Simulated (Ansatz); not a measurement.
Starting cell, BN (zinc blende):

```yaml
crystal:
  lattice:
    - [0.00000, 1.80285, 1.80285]
    - [1.80285, 0.00000, 1.80285]
    - [1.80285, 1.80285, 0.00000]
  atoms:
    - { symbol: N, position: [0.75000, 0.75000, 0.75000] }
    - { symbol: B, position: [0.00000, 0.00000, 0.00000] }
```

Scan: atom 1 (N, nearest neighbour B at 1.561 Å; its periodic images, 2.5 Å or more away, move with it) is displaced along Cartesian x, direction (1.000, 0.000, 0.000) in Cartesian axes, by s. The other atoms stay.

The numbers are results of PBEsol (plane waves to 420 eV, PAW, scalar-relativistic; Ansatz, an electronic-structure program), not measurements. k mesh 13×13×13 (Γ-centred), Fermi-Dirac smearing 0.05 eV. The energy includes the smearing's −TS. BN was relaxed with its symmetry unable to fall. ΔE is measured from the undisplaced structure.

Question: Predict the ΔE (eV/cell) at s (Å) = -0.160, -0.096, -0.064, 0.032, 0.128, 0.160.

Answer: 
| s (Å) | ΔE (eV/cell) |
|---|---|
| -0.160 | 0.306 |
| -0.096 | 0.112 |
| -0.064 | 0.050 |
| 0.032 | 0.013 |
| 0.128 | 0.198 |
| 0.160 | 0.306 |

(For displaced atoms, the force is minus the slope of the energy, and its curvature is a force constant, which sets phonon frequencies.)
